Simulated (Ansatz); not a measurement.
Input:

Cu$_{2}$Se:
Space group Fm-3m (No. 225); a = 5.718 Å, b = 5.718 Å, c = 5.718 Å, α = 90.00°, β = 90.00°, γ = 90.00°

```
atom  site  symmetry       x       y       z
----  ----  --------  ------  ------  ------
Cu      8c      -43m  0.2500  0.2500  0.2500
Se      4a      m-3m  0.0000  0.0000  0.0000
```
(The calculation used a cell of 3 atoms; values per cell refer to that cell.)

This is the PBEsol-relaxed structure.

Problem. All from PBEsol in the plane-wave PAW code Ansatz, unless another level is named. Predict the HSE06 gap on the PBEsol cell.

Solution. 0.04 eV (a hybrid on a coarse mesh can open a false gap in a semimetal).

Problem. Predict the formation energy from the elements (no fitted shifts).

Solution. 0.034 eV/atom.

Problem. Predict the gap with spin–orbit coupling.

Solution. none (metallic).

The workflow started from a Materials Project entry (that database holds measured and hypothetical structures alike); the Crystallography Open Database copy checked does not list it. COD files the formula under space group No. 216, so this cell is another polymorph or a model. Its standing as an ambient phase is unchecked. The cell was relaxed with PBEsol under the symmetry of its start; of distortions, only those at the zone centre were tested. No spin polarisation was allowed. A small band overlap can be real or an error of a semilocal functional. The references are the lowest solids computed at this level, not always the standard phases. Scalar-relativistic: spin–orbit coupling is off unless named, which matters more the heavier the elements.

Potentials: the later of the program's two PAW sets.
